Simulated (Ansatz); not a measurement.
In$_{15}$O$_{24}$Sn:
```cif
data_In45O72Sn3
_chemical_formula_sum 'In45 O72 Sn3'
_space_group_name_H-M_alt 'R-3 :H'
_space_group_IT_number 148
_space_group_name_Hall '-R 3'
_cell_length_a 14.37449
_cell_length_b 14.37449
_cell_length_c 8.83514
_cell_angle_alpha 90.000
_cell_angle_beta 90.000
_cell_angle_gamma 120.000
loop_
_atom_site_label
_atom_site_type_symbol
_atom_site_symmetry_multiplicity
_atom_site_Wyckoff_symbol
_atom_site_fract_x
_atom_site_fract_y
_atom_site_fract_z
_atom_site_occupancy
In1 In 9 e 0.00000 0.50000 0.00000 1
In2 In 18 f 0.22757 0.23976 0.02186 1
In3 In 18 f 0.17717 0.10562 0.35616 1
O1 O 18 f 0.14680 0.07012 0.11637 1
O2 O 18 f 0.06345 0.16470 0.39208 1
O3 O 18 f 0.13893 0.32290 0.08651 1
O4 O 18 f 0.39539 0.06298 0.07123 1
Sn1 Sn 3 a 0.00000 0.00000 0.00000 1
```
(The calculation used a cell of 40 atoms; values per cell refer to that cell.)

Relaxed with r²SCAN.

Tabulate the valence density and the electron localisation function along the shortest O–Sn contact (2.10 Å), the program Ansatz at the r²SCAN level (PAW).



```csv
distance from O (Å),density (e/Å³),ELF
0.21,6.61,0.43
0.31,5.49,0.61
0.42,4.13,0.74
0.52,2.81,0.80
0.63,1.82,0.81
0.73,1.21,0.77
0.84,0.86,0.63
0.94,0.67,0.40
1.05,0.61,0.24
1.15,0.71,0.19
1.26,1.02,0.18
1.36,1.69,0.17
1.47,2.89,0.12
1.57,4.78,0.06
1.68,7.41,0.02
1.78,10.59,0.00
1.89,13.77,0.00
```

The density is the valence pseudo-density with augmentation charge, so density and ELF within about 1 Å of a nucleus are not all-electron values.

The start of the workflow was typed in or built on a structure type; the Crystallography Open Database copy checked does not list it. Its standing as an ambient phase is unchecked. The r²SCAN relaxation kept the symmetry of its start; whether a distortion lowers the energy is not shown. Scalar-relativistic: spin–orbit coupling is off unless named, which matters more the heavier the elements.

Potentials: the later of the program's two PAW sets.
